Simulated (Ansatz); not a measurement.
The relaxed structure here is a generated cell of CoSi2: the first start was made by placing the elements on the sites of a structure type, and the end was not matched to a known phase here, so it may be hypothetical. Known forms of CoSi2 include space group No. 225.

One stationary structure of CoSi₂. Space group P-31m (No. 162), AFLOW prototype AB2_hP9_162_ad_k (as in V2N). All values below come from PBE (plane waves to 420 eV, PAW, scalar-relativistic; Ansatz, a program for electronic structure).

```xyz
9
Lattice="5.0437 0.0000 0.0000 -2.5218 4.3680 0.0000 0.0000 0.0000 5.7684" Properties=species:S:1:pos:R:3 pbc="T T T"
Si    -0.8955     1.5511     1.2820
Si     1.6263     2.8169     1.2820
Si     1.7910     0.0000     1.2820
Si     3.2526     0.0000     4.4863
Si    -1.6263     2.8169     4.4863
Si     0.8955     1.5511     4.4863
Co     0.0000     0.0000     0.0000
Co     0.0000     2.9120     2.8842
Co     2.5218     1.4560     2.8842
```

- Volume per atom: 14.12 Å³
- Band gap: no gap (metallic)
- Magnetic moment: zero (the starting moments vanished)
- Shortest distances: Co–Si 2.20 Å; Si–Si 2.82 Å; Co–Co 2.91 Å
- k-mesh: 11×11×8

Band energies at high-symmetry points (eV from the Fermi level; labels of this space group; no spin-orbit coupling), from −5 eV up to 1.8 eV:

```json
[
 {"point": "Γ", "energies": "-4.53 -4.53 -4.40 -4.30 -4.30 -3.16 -3.16 -2.78 -2.41 -2.01 -2.01 -1.91 -1.91 -1.28 -1.12 -1.12 -0.62 -0.47 0.77 0.77 0.98 0.98"},
 {"point": "M", "energies": "-4.80 -3.87 -3.47 -3.46 -3.09 -2.76 -2.64 -2.64 -2.40 -2.36 -2.21 -2.15 -1.92 -1.71 -1.33 -1.03 -0.55 0.80 0.95 1.03 1.31"},
 {"point": "K", "energies": "-4.68 -4.68 -4.04 -3.97 -3.97 -3.79 -3.05 -3.05 -2.79 -2.79 -2.69 -2.30 -2.30 -2.29 -1.91 -1.70 -1.70 -0.90 -0.42 0.09 0.09"},
 {"point": "A", "energies": "-4.88 -4.68 -4.68 -4.42 -4.35 -4.35 -3.80 -3.73 -3.71 -3.29 -3.29 -2.44 -2.00 -2.00 -1.95 -1.95 -1.19 -1.19 -0.42 -0.42 -0.29 -0.15 0.59 0.66 0.66"},
 {"point": "L", "energies": "-3.88 -3.72 -3.22 -3.15 -3.12 -3.10 -2.67 -2.62 -2.60 -2.08 -2.07 -1.65 -1.47 -1.38 -1.06 -0.99 0.46 0.87 0.90 1.33 1.56"},
 {"point": "H", "energies": "-4.20 -4.09 -4.09 -3.61 -3.61 -3.27 -3.04 -3.04 -2.92 -2.53 -2.53 -2.32 -1.83 -1.83 -1.44 -1.44 -0.90 -0.61 -0.26 0.61 0.61 1.11 1.11 1.78"},
 {"point": "H2", "energies": "-4.20 -4.09 -4.09 -3.61 -3.61 -3.27 -3.04 -3.04 -2.92 -2.53 -2.53 -2.32 -1.83 -1.83 -1.44 -1.44 -0.90 -0.61 -0.26 0.61 0.61 1.11 1.11 1.78"}
]
```

No spin polarisation in the result: the starting moments vanished. The relaxed primitive cell holds an odd number of electrons. A magnetic state may lie lower.

The run could not lower the symmetry of its start; a shaken copy of this end point relaxes with PBE to Cmmm (No. 65), 0.34 eV/atom lower.
